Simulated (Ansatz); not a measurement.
Cs2AgBiBr6:
```xyz
10
Lattice="0.0000 5.6722 5.6722 5.6722 0.0000 5.6722 5.6722 5.6722 0.0000" Properties=species:S:1:pos:R:3 pbc="T T T"
Cs     2.8361     2.8361     2.8361
Cs     8.5083     8.5083     8.5083
Ag     5.6722     5.6722     5.6722
Bi     0.0000     0.0000     0.0000
Br     2.8569     5.6722     5.6722
Br     8.4875     5.6722     5.6722
Br     5.6722     2.8569     5.6722
Br     5.6722     8.4875     5.6722
Br     5.6722     5.6722     2.8569
Br     5.6722     5.6722     8.4875
```

Relaxed with r²SCAN. Special points in fractions of this cell's reciprocal vectors: Γ (0.000, 0.000, 0.000); X (0.500, 0.000, 0.500); U (0.625, 0.250, 0.625); K (0.375, 0.375, 0.750); L (0.500, 0.500, 0.500); W (0.500, 0.250, 0.750).

List the band energies nearest the valence-band maximum at these points for DFT-r²SCAN in the program Ansatz with PAW potentials.

In eV from the valence-band maximum; about four levels below and three above (degenerate sets whole), none deeper than 8.9 eV; points with the same levels are listed once.

| k | below | above |
|---|---|---|
| Γ | -1.24 -1.24 -1.24 -0.66 -0.66 | 2.65 2.65 2.65 |
| X | -1.56 -1.56 -1.25 -0.66 0.00 | 3.10 3.10 3.42 |
| U | -1.55 -1.40 -0.99 -0.20 | 2.66 3.34 3.55 |
| L | -1.54 -1.54 -1.38 -1.24 -1.24 | 1.67 3.90 3.90 |
| W | -1.48 -1.48 -1.23 -0.10 | 2.96 3.28 3.28 |

Space group Fm-3m. Symmetry was held in the r²SCAN relaxation. No spin polarisation was allowed. Scalar-relativistic: spin–orbit coupling is off unless named, which matters more the heavier the elements.

Potentials: the later of the program's two PAW sets.
